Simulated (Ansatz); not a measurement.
Problem. Each is relaxed and computed with the program Ansatz at the r²SCAN level (PAW). Which is the only metal?
A. WS2, P6_3/mmc (W on 2c, S on 4f)
B. Zn3P4W, Pmn2_1 (Pearson symbol oP16)
C. P2W, C2/m (P on 4i, P on 4i, W on 4i)
D. Cs2WO2F4, C2/m (Cs on 4i, W on 2a, O on 4i, F on 8j)

Solution. C, P2W, C2/m (P on 4i, P on 4i, W on 4i). P2W: metal; Zn3P4W: gap 0.44 eV (indirect); Cs2WO2F4: gap 2.84 eV (indirect); WS2: gap 1.37 eV (indirect). Typed or built starts, not in the databases checked: Zn3P4W, Pmn2_1 (Pearson symbol oP16). Standing as an ambient phase not checked: P2W, C2/m (P on 4i, P on 4i, W on 4i); Cs2WO2F4, C2/m (Cs on 4i, W on 2a, O on 4i, F on 8j). Weakly bound layers, chains or molecules computed without a dispersion correction, so cells and soft constants are ill determined: WS2, P6_3/mmc (W on 2c, S on 4f). All cells were relaxed under the symmetry of their starts (and spin orders); stability against distortions was not tested throughout. Rows with no word on spin ran without spin polarisation. Scalar-relativistic: spin–orbit coupling is off unless named, which matters more the heavier the elements.

Potentials: the later of the program's two PAW sets.
